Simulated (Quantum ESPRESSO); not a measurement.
Zn4F6Cl2, one run as intended and one with a planted mistake

Computed values, not a measurement. The program is pw.x of Quantum ESPRESSO 7.5 (plane-wave density functional theory). The cell is made up: 12 atoms on a rutile lattice, with randomly drawn elements, strain and displacements, not relaxed. PseudoDojo standard norm-conserving files (v0.5 for PBE, v0.4.1 for LDA and PBEsol) set the functional; there is no spin polarisation, spin-orbit coupling or dispersion term, and the masses in the input are unused placeholders.

Intended input:

```
&control calculation='scf', pseudo_dir='./dojo.nc.sr.pbe.v0_5.standard.upf', outdir='./o', disk_io='medium', tprnfor=.true., tstress=.true. /
&system ibrav=0, nat=12, ntyp=3, nbnd=74, ecutwfc=84.00895049, nosym=.true., tot_charge=0,
 occupations='smearing', smearing='fd', degauss=0.0018374661
/
&electrons conv_thr=7.350e-09, electron_maxstep=60, /
ATOMIC_SPECIES
Cl 1.0 Cl.upf
F 1.0 F.upf
Zn 1.0 Zn.upf
CELL_PARAMETERS angstrom
4.9484 0.0315 0.0493
0.0315 4.9812 0.0034
0.0658 0.0045 6.4314
ATOMIC_POSITIONS angstrom
Zn 0.0517 -0.029 0.0018
Zn 2.5278 2.4658 1.6346
Zn 0.0801 0.0093 3.2111
Zn 2.5725 2.5247 4.8503
F 1.4564 1.6073 -0.0563
Cl 3.4537 3.46 0.0251
F 3.9887 0.9912 1.6275
F 0.986 4.0061 1.6461
F 1.5473 1.5136 3.2348
F 3.5148 3.5591 3.3255
Cl 4.0356 0.9478 4.8635
F 1.0552 4.0 4.8621
K_POINTS automatic
5 5 4 1 1 1
```

The log is shortened where brackets say so; the opening notice, blank lines, dates and the lines on written files are dropped, and the path of the files is cut. It prints rydbergs, bohrs and kilobars, and counts compression as positive stress. Where no state is partly filled, the Fermi energy that it prints is only some level between the filled and the empty states on the mesh, and need not lie in the true gap.

Log of the intended run:

```
     Program PWSCF v.7.5
     Parallel version (MPI & OpenMP), running on       1 processor cores
     Number of MPI processes:                 1
     Threads/MPI process:                     1
     [start-up lines left out]
     bravais-lattice index     =            0
     lattice parameter (alat)  =       9.3518  a.u.
     unit-cell volume          =    1069.6433 (a.u.)^3
     number of atoms/cell      =           12
     number of atomic types    =            3
     number of electrons       =       136.00
     number of Kohn-Sham states=           74
     kinetic-energy cutoff     =      84.0090  Ry
     charge density cutoff     =     336.0358  Ry
     scf convergence threshold =      7.3E-09
     mixing beta               =       0.7000
     number of iterations used =            8  plain     mixing
     Exchange-correlation= PBE
                           (   1   4   3   4   0   0   0)
     [axes and pseudopotential details left out]
   Cartesian axes
     site n.     atom                  positions (alat units)
         1        Zn     tau(   1) = (   0.0104471  -0.0058601   0.0003637  )
         2        Zn     tau(   2) = (   0.5107961   0.4982677   0.3303059  )
         3        Zn     tau(   3) = (   0.0161859   0.0018793   0.6488715  )
         4        Zn     tau(   4) = (   0.5198287   0.5101697   0.9801069  )
         5        F      tau(   5) = (   0.2942968   0.3247894  -0.0113766  )
         6        Cl     tau(   6) = (   0.6978940   0.6991670   0.0050720  )
         7        F      tau(   7) = (   0.8060022   0.2002932   0.3288712  )
         8        F      tau(   8) = (   0.1992424   0.8095182   0.3326297  )
         9        F      tau(   9) = (   0.3126651   0.3058553   0.6536606  )
        10        F      tau(  10) = (   0.7102406   0.7191923   0.6719884  )
        11        Cl     tau(  11) = (   0.8154793   0.1915233   0.9827743  )
        12        F      tau(  12) = (   0.2132257   0.8082856   0.9824914  )
     number of k points=    50  Fermi-Dirac smearing, width (Ry)=  0.0018
                       cart. coord. in units 2pi/alat
        k(    1) = (   0.0984314   0.0986611   0.0951072), wk =   0.0400000
        k(    2) = (   0.0965155   0.0985419   0.2874935), wk =   0.0400000
     [further k points left out]
     Dense  grid:   111301 G-vectors     FFT dimensions: (  60,  60,  72)
     Estimated max dynamical RAM per process >     194.49 MB
     Initial potential from superposition of free atoms
     starting charge     135.9994, renormalised to     136.0000
     Starting wfcs are   72 randomized atomic wfcs +    2 random wfcs
     total cpu time spent up to now is       16.1 secs
     per-process dynamical memory:   113.3 Mb
     Self-consistent Calculation
     iteration #  1     ecut=    84.01 Ry     beta= 0.70
     Davidson diagonalization with overlap
     ethr =  1.00E-02,  avg # of iterations =  4.5
     Threshold (ethr) on eigenvalues was too large:
     Diagonalizing with lowered threshold
     Davidson diagonalization with overlap
     ethr =  9.20E-04,  avg # of iterations =  1.0
     total cpu time spent up to now is       97.7 secs
     total energy              =   -2033.78682783 Ry
     estimated scf accuracy    <       1.23485483 Ry
     iteration #  2     ecut=    84.01 Ry     beta= 0.70
     Davidson diagonalization with overlap
     ethr =  9.08E-04,  avg # of iterations =  2.1
     total cpu time spent up to now is      149.1 secs
     total energy              =   -2034.07934162 Ry
     estimated scf accuracy    <       1.21227571 Ry
     [iterations 3 to 8 left out]
     iteration #  9     ecut=    84.01 Ry     beta= 0.70
     Davidson diagonalization with overlap
     ethr =  2.52E-10,  avg # of iterations =  2.0
     total cpu time spent up to now is      517.7 secs
     total energy              =   -2034.33339201 Ry
     estimated scf accuracy    <       0.00000004 Ry
     iteration # 10     ecut=    84.01 Ry     beta= 0.70
     Davidson diagonalization with overlap
     ethr =  2.66E-11,  avg # of iterations =  2.0
     total cpu time spent up to now is      582.8 secs
     End of self-consistent calculation
     [lines on levels left out]
     the Fermi energy is     7.1246 ev
!    total energy              =   -2034.33339202 Ry
     estimated scf accuracy    <          5.1E-09 Ry
     smearing contrib. (-TS)   =       0.00000000 Ry
     internal energy E=F+TS    =   -2034.33339202 Ry
     The total energy is F=E-TS. E is the sum of the following terms:
     one-electron contribution =   -1503.59503299 Ry
     hartree contribution      =     801.33337113 Ry
     xc contribution           =    -264.93689139 Ry
     ewald contribution        =   -1067.13483877 Ry
     convergence has been achieved in  10 iterations
     Forces acting on atoms (cartesian axes, Ry/au):
     atom    1 type  3   force =     0.08659487    0.01946858    0.06895116
     atom    2 type  3   force =    -0.04109702   -0.03947663    0.07819261
     atom    3 type  3   force =     0.03820514   -0.04419658   -0.07601847
     atom    4 type  3   force =    -0.10312549    0.01463496   -0.08968301
     atom    5 type  2   force =    -0.01263799   -0.02320285    0.02280100
     atom    6 type  1   force =     0.03932952    0.05028105    0.04995392
     atom    7 type  2   force =     0.00786696   -0.00596830    0.01075089
     atom    8 type  2   force =    -0.00279401    0.01006646    0.00810757
     atom    9 type  2   force =     0.01699545    0.01793603   -0.01966853
     atom   10 type  2   force =    -0.01364205   -0.02070274   -0.02436223
     atom   11 type  1   force =    -0.03238304    0.03298163   -0.01540234
     atom   12 type  2   force =     0.01668766   -0.01182161   -0.01362259
     Total force =     0.251866     Total SCF correction =     0.000123
     Computing stress (Cartesian axis) and pressure
          total   stress  (Ry/bohr**3)                   (kbar)     P=      113.01
   0.00065764  -0.00004650  -0.00001975           96.74       -6.84       -2.91
  -0.00004650   0.00075566   0.00003575           -6.84      111.16        5.26
  -0.00001975   0.00003575   0.00089132           -2.91        5.26      131.12
     init_run     :     14.71s CPU     16.11s WALL (       1 calls)
     electrons    :    522.24s CPU    566.66s WALL (       1 calls)
     forces       :      8.68s CPU      8.79s WALL (       1 calls)
     stress       :     30.70s CPU     31.72s WALL (       1 calls)
     [timing details left out]
     PWSCF        :   9m36.52s CPU  10m24.05s WALL
     JOB DONE.
```

A second run has one planted mistake: the cell and the positions are scaled by a wrong factor. The input lines that differ, file-writing options aside:

```
- 4.9484 0.0315 0.0493
+ 5.0276 0.032 0.0501
- 0.0315 4.9812 0.0034
+ 0.032 5.0609 0.0035
- 0.0658 0.0045 6.4314
+ 0.0669 0.0046 6.5343
- Zn 0.0517 -0.029 0.0018
+ Zn 0.0525 -0.0295 0.0018
- Zn 2.5278 2.4658 1.6346
+ Zn 2.5682 2.5053 1.6608
- Zn 0.0801 0.0093 3.2111
+ Zn 0.0814 0.0094 3.2625
- Zn 2.5725 2.5247 4.8503
+ Zn 2.6137 2.5651 4.9279
- F 1.4564 1.6073 -0.0563
+ F 1.4797 1.633 -0.0572
- Cl 3.4537 3.46 0.0251
+ Cl 3.509 3.5154 0.0255
- F 3.9887 0.9912 1.6275
+ F 4.0525 1.0071 1.6535
- F 0.986 4.0061 1.6461
+ F 1.0018 4.0702 1.6724
- F 1.5473 1.5136 3.2348
+ F 1.5721 1.5378 3.2866
- F 3.5148 3.5591 3.3255
+ F 3.571 3.616 3.3787
- Cl 4.0356 0.9478 4.8635
+ Cl 4.1002 0.963 4.9413
- F 1.0552 4.0 4.8621
+ F 1.0721 4.064 4.9399
```

Its log:

```
     Program PWSCF v.7.5
     Parallel version (MPI & OpenMP), running on       4 processor cores
     Number of MPI processes:                 4
     Threads/MPI process:                     1
     [start-up lines left out]
     bravais-lattice index     =            0
     lattice parameter (alat)  =       9.5015  a.u.
     unit-cell volume          =    1121.8174 (a.u.)^3
     number of atoms/cell      =           12
     number of atomic types    =            3
     number of electrons       =       136.00
     number of Kohn-Sham states=           74
     kinetic-energy cutoff     =      84.0090  Ry
     charge density cutoff     =     336.0358  Ry
     scf convergence threshold =      7.3E-09
     mixing beta               =       0.7000
     number of iterations used =            8  plain     mixing
     Exchange-correlation= PBE
                           (   1   4   3   4   0   0   0)
     [axes and pseudopotential details left out]
   Cartesian axes
     site n.     atom                  positions (alat units)
         1        Zn     tau(   1) = (   0.0104416  -0.0058672   0.0003580  )
         2        Zn     tau(   2) = (   0.5107846   0.4982745   0.3303135  )
         3        Zn     tau(   3) = (   0.0161895   0.0018695   0.6488726  )
         4        Zn     tau(   4) = (   0.5198340   0.5101680   0.9801010  )
         5        F      tau(   5) = (   0.2942948   0.3247844  -0.0113764  )
         6        Cl     tau(   6) = (   0.6978985   0.6991714   0.0050716  )
         7        F      tau(   7) = (   0.8059943   0.2003003   0.3288616  )
         8        F      tau(   8) = (   0.1992462   0.8095146   0.3326206  )
         9        F      tau(   9) = (   0.3126721   0.3058502   0.6536658  )
        10        F      tau(  10) = (   0.7102296   0.7191796   0.6719834  )
        11        Cl     tau(  11) = (   0.8154812   0.1915293   0.9827661  )
        12        F      tau(  12) = (   0.2132280   0.8082815   0.9824876  )
     number of k points=    50  Fermi-Dirac smearing, width (Ry)=  0.0018
                       cart. coord. in units 2pi/alat
        k(    1) = (   0.0984313   0.0986608   0.0951066), wk =   0.0400000
        k(    2) = (   0.0965149   0.0985399   0.2874939), wk =   0.0400000
     [further k points left out]
     Dense  grid:   116643 G-vectors     FFT dimensions: (  60,  60,  75)
     Estimated max dynamical RAM per process >     417.66 MB
     Estimated total dynamical RAM >       1.55 GB
     Initial potential from superposition of free atoms
     starting charge     135.9994, renormalised to     136.0000
     Starting wfcs are   72 randomized atomic wfcs +    2 random wfcs
     total cpu time spent up to now is        9.8 secs
     per-process dynamical memory:   335.6 Mb
     Self-consistent Calculation
     iteration #  1     ecut=    84.01 Ry     beta= 0.70
     Davidson diagonalization with overlap
     ethr =  1.00E-02,  avg # of iterations =  4.4
     Threshold (ethr) on eigenvalues was too large:
     Diagonalizing with lowered threshold
     Davidson diagonalization with overlap
     ethr =  9.63E-04,  avg # of iterations =  1.0
     total cpu time spent up to now is       53.3 secs
     total energy              =   -2033.78626928 Ry
     estimated scf accuracy    <       1.29342710 Ry
     iteration #  2     ecut=    84.01 Ry     beta= 0.70
     Davidson diagonalization with overlap
     ethr =  9.51E-04,  avg # of iterations =  2.2
     total cpu time spent up to now is       80.0 secs
     total energy              =   -2034.07473127 Ry
     estimated scf accuracy    <       1.37075624 Ry
     [iterations 3 to 8 left out]
     iteration #  9     ecut=    84.01 Ry     beta= 0.70
     Davidson diagonalization with overlap
     ethr =  3.08E-10,  avg # of iterations =  2.0
     total cpu time spent up to now is      263.2 secs
     total energy              =   -2034.36325523 Ry
     estimated scf accuracy    <       0.00000005 Ry
     iteration # 10     ecut=    84.01 Ry     beta= 0.70
     Davidson diagonalization with overlap
     ethr =  3.40E-11,  avg # of iterations =  2.0
     total cpu time spent up to now is      288.3 secs
     End of self-consistent calculation
     [lines on levels left out]
     the Fermi energy is     6.3057 ev
!    total energy              =   -2034.36325524 Ry
     estimated scf accuracy    <          7.0E-09 Ry
     smearing contrib. (-TS)   =       0.00000000 Ry
     internal energy E=F+TS    =   -2034.36325524 Ry
     The total energy is F=E-TS. E is the sum of the following terms:
     one-electron contribution =   -1531.44898661 Ry
     hartree contribution      =     812.11072536 Ry
     xc contribution           =    -264.69657304 Ry
     ewald contribution        =   -1050.32842095 Ry
     convergence has been achieved in  10 iterations
     Forces acting on atoms (cartesian axes, Ry/au):
     atom    1 type  3   force =     0.07690314    0.01761950    0.05996731
     atom    2 type  3   force =    -0.03560087   -0.03596427    0.06815902
     atom    3 type  3   force =     0.03343584   -0.03958416   -0.06711162
     atom    4 type  3   force =    -0.09201062    0.01454040   -0.07829442
     atom    5 type  2   force =    -0.00734905   -0.01925613    0.01923204
     atom    6 type  1   force =     0.03129050    0.04063758    0.04488558
     atom    7 type  2   force =     0.00829336   -0.00634023    0.00870243
     atom    8 type  2   force =    -0.00598021    0.01314076    0.00740997
     atom    9 type  2   force =     0.01755778    0.01788766   -0.01873377
     atom   10 type  2   force =    -0.01390513   -0.02139892   -0.01957065
     atom   11 type  1   force =    -0.02510366    0.02639024   -0.01437525
     atom   12 type  2   force =     0.01246892   -0.00767244   -0.01027064
     Total force =     0.220857     Total SCF correction =     0.000129
     Computing stress (Cartesian axis) and pressure
          total   stress  (Ry/bohr**3)                   (kbar)     P=       57.42
   0.00031676  -0.00004005  -0.00000419           46.60       -5.89       -0.62
  -0.00004005   0.00040021   0.00003403           -5.89       58.87        5.01
  -0.00000419   0.00003403   0.00045398           -0.62        5.01       66.78
     init_run     :      8.73s CPU      9.09s WALL (       1 calls)
     electrons    :    272.20s CPU    278.54s WALL (       1 calls)
     forces       :      3.66s CPU      3.71s WALL (       1 calls)
     stress       :     12.44s CPU     12.71s WALL (       1 calls)
     [timing details left out]
     PWSCF        :   4m57.84s CPU   5m 5.00s WALL
     JOB DONE.
```

```
                                            intended run  run with the mistake
                          free energy (eV)    -27678.516            -27678.922
                    smearing term -TS (eV)        0.0000                0.0000
                            pressure (GPa)         11.30                  5.74
            largest force component (eV/Å)         2.651                 2.366
largest change of a force component (eV/Å)                               0.293
                                iterations            10                    10
```

For scale, a rerun of the intended cell at 1437 eV and a 7 x 7 x 6 mesh moved values by no more than 0.003 eV in energy, 0.02 GPa in stress and 0.002 eV/Å in force.